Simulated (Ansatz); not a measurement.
TiN (rock salt)

```xyz
2
Lattice="0.0000 2.1019 2.1019 2.1019 0.0000 2.1019 2.1019 2.1019 0.0000" Properties=species:S:1:pos:R:3 pbc="T T T"
N      0.0000     0.0000     0.0000
Ti     2.1019     2.1019     2.1019
```

Scan: atom 1 (N, nearest neighbour Ti at 2.102 Å; its periodic images, 3.0 Å or more away, move with it) is displaced along Cartesian z, direction (0.000, 0.000, 1.000) in Cartesian axes, by s. The other atoms stay.

Level of theory: PBEsol (plane waves to 420 eV, PAW, scalar-relativistic; Ansatz, a first-principles code). k mesh 15×15×15 (Γ-centred), Fermi-Dirac smearing 0.05 eV. The energy includes the smearing's −TS. With partly filled bands, energies and forces of such displacements shift with the k mesh and the smearing. F∥ is the force on the atom along that direction. The PAW data are Ansatz's earlier set. TiN is run without spin polarisation. TiN was relaxed with its symmetry unable to fall. ΔE is measured from the undisplaced structure.

```json
[
 {"s (Å)": "-0.210", "F∥ (eV/Å)": "2.567", "ΔE (meV/cell)": "(withheld)"},
 {"s (Å)": "-0.168", "F∥ (eV/Å)": "1.992", "ΔE (meV/cell)": "165"},
 {"s (Å)": "-0.126", "F∥ (eV/Å)": "1.483", "ΔE (meV/cell)": "92"},
 {"s (Å)": "-0.084", "F∥ (eV/Å)": "0.972", "ΔE (meV/cell)": "(withheld)"},
 {"s (Å)": "-0.042", "F∥ (eV/Å)": "0.484", "ΔE (meV/cell)": "10"},
 {"s (Å)": "0.000", "F∥ (eV/Å)": "0.000", "ΔE (meV/cell)": "0"},
 {"s (Å)": "0.042", "F∥ (eV/Å)": "-0.484", "ΔE (meV/cell)": "10"},
 {"s (Å)": "0.084", "F∥ (eV/Å)": "-0.972", "ΔE (meV/cell)": "(withheld)"},
 {"s (Å)": "0.126", "F∥ (eV/Å)": "-1.483", "ΔE (meV/cell)": "92"},
 {"s (Å)": "0.168", "F∥ (eV/Å)": "-1.992", "ΔE (meV/cell)": "165"},
 {"s (Å)": "0.210", "F∥ (eV/Å)": "-2.567", "ΔE (meV/cell)": "(withheld)"}
]
```

Fill in the missing entries.


- -0.210, ΔE (meV/cell): 260
- -0.084, ΔE (meV/cell): 41
- 0.084, ΔE (meV/cell): 41
- 0.210, ΔE (meV/cell): 260

(For displaced atoms, the force is minus the slope of the energy, and its curvature is a force constant, which sets phonon frequencies.)
